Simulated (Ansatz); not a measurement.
Geometry optimisation in Ansatz: input, command and trajectory.

```yaml
crystal:
  lattice:
    - [2.2189511589, 1.2811120489, 9.8668230899]
    - [-2.2189511589, 1.2811120489, 9.8668230899]
    - [0.0, -2.5622240978, 9.8668230899]
  atoms:
    - { symbol: Bi, position: [0.8098104246, 0.8098104246, 0.8098104246] }
    - { symbol: Bi, position: [0.4001682678, 0.4001682678, 0.4001682678] }
    - { symbol: Te, position: [0.6050728254, 0.6050728254, 0.6050728254] }
    - { symbol: Te, position: [0.2027916768, 0.2027916768, 0.2027916768] }
    - { symbol: Te, position: [0.0071568055, 0.0071568055, 0.0071568055] }
basis:
  ecutwfc: 500
kpoints:
  mp_grid: { grid: [9, 9, 9] }
hamiltonian:
  xc: r2scan
scf:
  occupations: { method: gaussian, width: 0.01 }
output:
  forces: true
  stress: true
  eigenvalues: true
  write_density: true
  write_potential: true
  elf: true
  volumetric_format: npy
relax:
  adjacent_minimum: "off"
  f_tol: 0.005
  max_steps: 80
  cell: { stress_tol: 0.05 }
```

```bash
ansatz run input.yaml --threads 1 --pin off --max-ram 2560MiB --backend cpu --events-out ev --progress --plain --runs-dir out
```

All numbers below come from Ansatz 0.2.0, DFT r2SCAN, scalar-relativistic, plane waves, PAW.

Of 5 frames 4 are shown, positions in Å and forces in eV/Å; the SCF threshold varies from step to step. Steps run on the plane waves of an earlier cell, with a Pulay correction in the pressure. The basis is chosen afresh for the last frame, the zero of the energies, and at times for earlier ones too; energy and pressure step there, also at an unchanged geometry. The mark taken_back stands on steps that the optimiser undid.

```xyz
5
Lattice="2.2190 1.2811 9.8668 -2.2190 1.2811 9.8668 0.0000 -2.5622 9.8668" Properties=species:S:1:pos:R:3:forces:R:3 pbc="T T T" step=1 free_energy_over_end_meV_per_atom=0.02 pressure_GPa=0.00
Bi    0.0000    0.0000   23.9708    0.0000    0.0000    0.0071
Bi    0.0000    0.0000   11.8452    0.0000    0.0000   -0.0076
Te    0.0000    0.0000   17.9104    0.0000    0.0000   -0.0030
Te    0.0000    0.0000    6.0027    0.0000    0.0000   -0.0047
Te    0.0000    0.0000    0.2118    0.0000    0.0000    0.0082
5
Lattice="2.2173 1.2801 9.8795 -2.2173 1.2801 9.8795 0.0000 -2.5603 9.8795" Properties=species:S:1:pos:R:3:forces:R:3 pbc="T T T" step=2 free_energy_over_end_meV_per_atom=0.00 pressure_GPa=0.01
Bi    0.0000    0.0000   24.0027    0.0000    0.0000    0.0055
Bi    0.0000    0.0000   11.8596    0.0000    0.0000   -0.0059
Te    0.0000    0.0000   17.9329    0.0000    0.0000   -0.0021
Te    0.0000    0.0000    6.0096    0.0000    0.0000    0.0005
Te    0.0000    0.0000    0.2135    0.0000    0.0000    0.0019
5
Lattice="2.2171 1.2801 9.8940 -2.2171 1.2801 9.8940 0.0000 -2.5601 9.8940" Properties=species:S:1:pos:R:3:forces:R:3 pbc="T T T" step=3 free_energy_over_end_meV_per_atom=0.02 pressure_GPa=-0.03 taken_back
Bi    0.0000    0.0000   24.0446    0.0000    0.0000   -0.0089
Bi    0.0000    0.0000   11.8704    0.0000    0.0000    0.0088
Te    0.0000    0.0000   17.9581    0.0000    0.0000   -0.0008
Te    0.0000    0.0000    6.0213    0.0000    0.0000   -0.0073
Te    0.0000    0.0000    0.2116    0.0000    0.0000    0.0082
5
Lattice="2.2170 1.2800 9.8868 -2.2170 1.2800 9.8868 0.0000 -2.5599 9.8868" Properties=species:S:1:pos:R:3:forces:R:3 pbc="T T T" step=5 free_energy_over_end_meV_per_atom=0.00 pressure_GPa=0.00
Bi    0.0000    0.0000   24.0228    0.0000    0.0000   -0.0006
Bi    0.0000    0.0000   11.8659    0.0000    0.0000    0.0005
Te    0.0000    0.0000   17.9451    0.0000    0.0000   -0.0009
Te    0.0000    0.0000    6.0143    0.0000    0.0000    0.0014
Te    0.0000    0.0000    0.2139    0.0000    0.0000   -0.0004
```

It took 9.8 min on 1 thread of Intel(R) Xeon(R) Platinum 8375C CPU @ 2.90GHz (Ice Lake), on a shared host, peak memory 1.1 GiB.

Spin–orbit coupling is left out, which can shift energies with elements as heavy as these.